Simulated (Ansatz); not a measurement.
## Property card for Sn₃GeSe₄

Computed with DFT PBE, scalar-relativistic, plane waves, PAW (Ansatz).

Plane waves to 420 eV, a k mesh through Γ of 10×10×4 on the computed 8-atom cell and Gaussian smearing (0.10 eV); no spin polarisation.

The structure is relaxed at this level of theory with its symmetry kept, and needn't be the ground state of this composition.

```cif
data_structure
_symmetry_space_group_name_H-M 'P 1'
_symmetry_Int_Tables_number 1
_cell_length_a 4.2246
_cell_length_b 4.2246
_cell_length_c 11.9393
_cell_angle_alpha 90.000
_cell_angle_beta 90.000
_cell_angle_gamma 90.000
_cell_volume 213.08
loop_
_atom_site_label
_atom_site_type_symbol
_atom_site_fract_x
_atom_site_fract_y
_atom_site_fract_z
_atom_site_occupancy
Sn1 Sn 0.00000 0.00000 0.75466 1
Sn2 Sn 0.00000 0.00000 0.24534 1
Sn3 Sn 0.50000 0.50000 0.50000 1
Ge1 Ge 0.50000 0.50000 0.00000 1
Se1 Se 0.00000 0.00000 0.00000 1
Se2 Se 0.50000 0.50000 0.24038 1
Se3 Se 0.00000 0.00000 0.50000 1
Se4 Se 0.50000 0.50000 0.75962 1
```

Q: Formation energy from the elements' standard states (uncorrected)?

A: -0.359 eV/atom.

Q: Kohn–Sham band gap?

A: zero, with almost no states at the Fermi level.

Q: Density of states at the Fermi level?

A: 0.0 states/eV per cell.

Q: Orbital (Löwdin) character within 0.5 eV of the Fermi level?

A: Sn 5p 30 %, Se 4p 27 %, Ge 4p 19 %, Sn 5s 12 %, Se 4s 8 %.

Q: Bader charge by site (e)?

A: Sn (2 in the cell) 0.87, Sn (1 in the cell) 0.86, Ge (1 in the cell) 0.68, Se (1 in the cell) -0.77, Se (2 in the cell) -0.83, Se (1 in the cell) -0.86.

The cell was found from a structure generator's guess, not taken from experiment. Kohn–Sham gaps at this level usually fall short of measured ones.
